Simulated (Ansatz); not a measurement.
One crystal and one scan (generalised stacking-fault energy along a line) at two levels, PBE (plane waves to 420 eV, PAW, scalar-relativistic; Ansatz, a program for electronic structure) and r2SCAN (plane waves to 500 eV, PAW, scalar-relativistic; Ansatz), each from its own relaxed cell and on its own mesh. The cell shown is that of PBE.

Generalised stacking fault of TiN (rock salt) on the {100} plane. The cell below holds the perfect crystal with the plane normal along z; tilting its third vector by the shift puts one fault into each cell, between planes 2.12 Å apart, at fixed cell height.

```xyz
6
Lattice="3.0030 0.0000 0.0000 0.0000 3.0030 0.0000 1.5015 1.5015 6.3704" Properties=species:S:1:pos:R:3 pbc="T T T"
N      1.2513     1.2513     5.3086
N      1.2513     1.2513     1.0617
N      2.7528     2.7528     3.1852
Ti     2.7528     2.7528     5.3086
Ti     2.7528     2.7528     1.0617
Ti     1.2513     1.2513     3.1852
```

In-plane vectors a = (3.003, 0.000) Å, b = (0.000, 3.003) Å, area 9.02 Å². The shift is s times the vector a (length 3.003 Å), so s = 1 restores the start. Atoms relax along the normal only. γ = [E(shift) − E(0)] / area.

E is the zero-smearing estimate. TiN is run without spin polarisation. TiN was relaxed with its symmetry unable to fall. Faults lie only 6.3 Å apart, and holding the cell height raises γ above its relaxed value. Faults lie only 6.4 Å apart, and holding the cell height raises γ above its relaxed value. With partly filled bands, the k mesh leaves noise in γ, roughly 0.02 J/m² as judged from a few cases. Both scans cover s from 0.000 to 0.917.

γ (J/m²), each from zero shift of its own level:

```
s       PBE    r2SCAN
-----  ----  --------
0.000  0.00      0.00
0.083  0.24      0.26
0.167  0.88      0.95
0.250  1.70  withheld
0.333  2.46      2.69
0.417  2.96      3.26
0.500  3.13      3.45
0.583  2.96      3.26
0.667  2.46      2.69
0.750  1.70  withheld
0.833  0.88      0.95
0.917  0.24      0.26
```

Q: Estimate the r2SCAN value at 0.750 from the PBE value there and the ratio of the two levels in the two nearest given rows on that side of the minimum.

A: At 0.667 and 0.833 the ratio r2SCAN/PBE averages 1.087, which gives 1.087 × 1.70 = 1.85 J/m². The calculation gives 1.86 J/m², +9.4 % against PBE.

(The slope of γ gives the shear force per area between the displaced halves; near zero shift its curvature is an elastic stiffness.)
